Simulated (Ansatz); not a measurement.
La3InN:
```
La3InN
1.0
    5.13907     0.00000     0.00000
    0.00000     5.13907     0.00000
    0.00000     0.00000     5.13907
La In N
3 1 1
Direct
  0.50000   0.50000   0.00000
  0.00000   0.50000   0.50000
  0.50000   0.00000   0.50000
  0.00000   0.00000   0.00000
  0.50000   0.50000   0.50000
```

Relaxed with r²SCAN.

Q: Which orbitals make up the states near the Fermi level in the program Ansatz at the r²SCAN level (PAW)?

A: Within 0.5 eV of the Fermi level: La 5d 76 %, In 5p 10 %, La 4f 8 %. Projections are on Löwdin-orthogonalised atomic valence shells; empty p or d shells of many metals are not among them.

Q: Tabulate the density of states.

A: States/eV per cell of 5 atoms, in 0.25 eV bins, energy from the Fermi level.

| E (eV) | total | La 5d | La 4f | N 2p |
|---|---|---|---|---|
| -7.85 | 0.00 | 0.00 | 0.00 | 0.00 |
| -7.60 | 0.00 | 0.00 | 0.00 | 0.00 |
| -7.35 | 0.00 | 0.00 | 0.00 | 0.00 |
| -7.10 | 0.00 | 0.00 | 0.00 | 0.00 |
| -6.85 | 0.00 | 0.00 | 0.00 | 0.00 |
| -6.60 | 0.00 | 0.00 | 0.00 | 0.00 |
| -6.35 | 0.00 | 0.00 | 0.00 | 0.00 |
| -6.10 | 0.04 | 0.01 | 0.00 | 0.00 |
| -5.85 | 0.32 | 0.05 | 0.00 | 0.00 |
| -5.60 | 0.64 | 0.10 | 0.00 | 0.00 |
| -5.35 | 1.71 | 0.45 | 0.01 | 0.00 |
| -5.10 | 4.54 | 1.09 | 0.04 | 0.00 |
| -4.85 | 0.75 | 0.18 | 0.01 | 0.00 |
| -4.60 | 0.00 | 0.00 | 0.00 | 0.00 |
| -4.35 | 0.43 | 0.16 | 0.00 | 0.23 |
| -4.10 | 2.49 | 0.81 | 0.04 | 1.43 |
| -3.85 | 3.51 | 0.99 | 0.09 | 2.11 |
| -3.60 | 2.60 | 0.68 | 0.08 | 1.59 |
| -3.35 | 2.05 | 0.51 | 0.07 | 1.26 |
| -3.10 | 2.05 | 0.48 | 0.09 | 1.27 |
| -2.85 | 1.90 | 0.41 | 0.09 | 1.19 |
| -2.60 | 2.44 | 0.52 | 0.13 | 1.44 |
| -2.35 | 3.11 | 0.67 | 0.17 | 1.78 |
| -2.10 | 3.88 | 0.79 | 0.26 | 2.14 |
| -1.85 | 3.41 | 1.13 | 0.14 | 0.70 |
| -1.60 | 2.14 | 0.86 | 0.05 | 0.07 |
| -1.35 | 4.02 | 1.85 | 0.09 | 0.04 |
| -1.10 | 4.61 | 2.31 | 0.12 | 0.04 |
| -0.85 | 4.80 | 2.67 | 0.15 | 0.06 |
| -0.60 | 4.00 | 2.29 | 0.13 | 0.04 |
| -0.35 | 2.51 | 1.71 | 0.12 | 0.02 |
| -0.10 | 2.24 | 1.74 | 0.15 | 0.03 |
| 0.15 | 2.19 | 1.84 | 0.21 | 0.04 |
| 0.40 | 2.68 | 2.13 | 0.34 | 0.04 |
| 0.65 | 4.30 | 2.95 | 0.80 | 0.07 |
| 0.90 | 4.99 | 3.02 | 1.23 | 0.11 |
| 1.15 | 7.45 | 4.41 | 2.05 | 0.17 |
| 1.40 | 9.03 | 5.49 | 2.35 | 0.22 |
| 1.65 | 5.47 | 2.35 | 2.62 | 0.10 |
| 1.90 | 8.94 | 2.07 | 6.25 | 0.05 |

Space group Pm-3m (anti-perovskite). The workflow started from a Materials Project entry (that database holds measured and hypothetical structures alike); the Crystallography Open Database files this formula in space group No. 221, but the cells were not matched. Whether it is the stable phase at ambient conditions was not checked. The r²SCAN relaxation kept the symmetry of its start; its stability against distortions is not shown here. With an odd number of electrons in the cell and no spin polarisation, the count alone makes it a metal. Scalar-relativistic: spin–orbit coupling is off unless named, which matters more the heavier the elements.

Potentials: the later of the program's two PAW sets.
